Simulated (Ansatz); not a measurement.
Rocksalt alloy of LiF and NaF (14 of 32 Li sites exchanged), 64 atoms

Ansatz, PAW, plane waves. PBEsol relaxation of volume and atoms (shape held) at the single k point (¼, ¼, ¼) without its symmetry partners; single points on the relaxed atoms at the Γ point alone, onto which points of the small cell's zone fold. Arrangement: random. No spin–orbit coupling unless named.

Relaxed structure:

```yaml
crystal:
  lattice:
    - [8.65771, 0.00000, 0.00000]
    - [0.00000, 8.65771, 0.00000]
    - [0.00000, 0.00000, 8.65771]
  atoms:
    - { symbol: F, position: [0.23783, 0.01146, 0.99691] }
    - { symbol: F, position: [0.26297, 0.01516, 0.51282] }
    - { symbol: F, position: [0.23120, 0.47789, 0.99947] }
    - { symbol: F, position: [0.26203, 0.48890, 0.50003] }
    - { symbol: F, position: [0.75802, 0.01483, 0.98785] }
    - { symbol: F, position: [0.73500, 0.02289, 0.51757] }
    - { symbol: F, position: [0.76272, 0.48113, 0.00013] }
    - { symbol: F, position: [0.74107, 0.48557, 0.50106] }
    - { symbol: F, position: [0.99937, 0.24481, 0.99860] }
    - { symbol: F, position: [0.99715, 0.24917, 0.51261] }
    - { symbol: F, position: [0.01424, 0.76987, 0.99881] }
    - { symbol: F, position: [0.99327, 0.74743, 0.49892] }
    - { symbol: F, position: [0.48326, 0.25073, 0.98489] }
    - { symbol: F, position: [0.49867, 0.25412, 0.51399] }
    - { symbol: F, position: [0.48865, 0.75153, 0.99943] }
    - { symbol: F, position: [0.51551, 0.73028, 0.50197] }
    - { symbol: F, position: [0.00953, 0.01423, 0.23957] }
    - { symbol: F, position: [0.98986, 0.01784, 0.76149] }
    - { symbol: F, position: [0.98835, 0.48322, 0.23527] }
    - { symbol: F, position: [0.98775, 0.48187, 0.76439] }
    - { symbol: F, position: [0.48726, 0.00251, 0.26696] }
    - { symbol: F, position: [0.50301, 0.01877, 0.73931] }
    - { symbol: F, position: [0.51538, 0.49671, 0.25975] }
    - { symbol: F, position: [0.51345, 0.48397, 0.74002] }
    - { symbol: F, position: [0.23442, 0.23640, 0.25913] }
    - { symbol: F, position: [0.24017, 0.23692, 0.74996] }
    - { symbol: F, position: [0.24929, 0.76832, 0.23503] }
    - { symbol: F, position: [0.25099, 0.77226, 0.76298] }
    - { symbol: F, position: [0.76327, 0.25779, 0.25124] }
    - { symbol: F, position: [0.75027, 0.25407, 0.75409] }
    - { symbol: F, position: [0.75218, 0.73550, 0.26331] }
    - { symbol: F, position: [0.75134, 0.72393, 0.73523] }
    - { symbol: Li, position: [0.00291, 0.01139, 0.99305] }
    - { symbol: Li, position: [0.99936, 0.47026, 0.99838] }
    - { symbol: Li, position: [0.50169, 0.02896, 0.51141] }
    - { symbol: Li, position: [0.50983, 0.48854, 0.50553] }
    - { symbol: Li, position: [0.24163, 0.24500, 0.98395] }
    - { symbol: Li, position: [0.25021, 0.24392, 0.50629] }
    - { symbol: Li, position: [0.23806, 0.78251, 0.99922] }
    - { symbol: Li, position: [0.77065, 0.25166, 0.99053] }
    - { symbol: Li, position: [0.75265, 0.25467, 0.50828] }
    - { symbol: Li, position: [0.73809, 0.71686, 0.50482] }
    - { symbol: Li, position: [0.24258, 0.01249, 0.24252] }
    - { symbol: Li, position: [0.25356, 0.01428, 0.74826] }
    - { symbol: Li, position: [0.75150, 0.03209, 0.74638] }
    - { symbol: Li, position: [0.75407, 0.48442, 0.25024] }
    - { symbol: Li, position: [0.75133, 0.48685, 0.74930] }
    - { symbol: Li, position: [0.00115, 0.24647, 0.23940] }
    - { symbol: Li, position: [0.00113, 0.24688, 0.74848] }
    - { symbol: Li, position: [0.50581, 0.25238, 0.74837] }
    - { symbol: Na, position: [0.99786, 0.00238, 0.50249] }
    - { symbol: Na, position: [0.99757, 0.49411, 0.49934] }
    - { symbol: Na, position: [0.49714, 0.00467, 0.99824] }
    - { symbol: Na, position: [0.49998, 0.49755, 0.99839] }
    - { symbol: Na, position: [0.25977, 0.75745, 0.49870] }
    - { symbol: Na, position: [0.75729, 0.74469, 0.99608] }
    - { symbol: Na, position: [0.24946, 0.49587, 0.24712] }
    - { symbol: Na, position: [0.25088, 0.49707, 0.75216] }
    - { symbol: Na, position: [0.75068, 0.00144, 0.25702] }
    - { symbol: Na, position: [0.00037, 0.74783, 0.24535] }
    - { symbol: Na, position: [0.99791, 0.75277, 0.75212] }
    - { symbol: Na, position: [0.49808, 0.25013, 0.25168] }
    - { symbol: Na, position: [0.50075, 0.74976, 0.25410] }
    - { symbol: Na, position: [0.50419, 0.75531, 0.74724] }
```

Question: What are the mean bond lengths by pair (pairs within 1.2 times the sum of covalent radii, less contacts 15 % beyond the pair's median; cation–cation pairs of compounds aside; long ionic contacts are cut short by that bound)?

Answer: F–Li 2.063 ± 0.069 Å (standard deviation, 94 bonds); F–Na 2.243 ± 0.065 Å (standard deviation, 84 bonds).

Question: What gap lies between the top filled and the lowest empty level in the single points?

Answer: HSE06 9.43 eV (13 s on NVIDIA GB300).
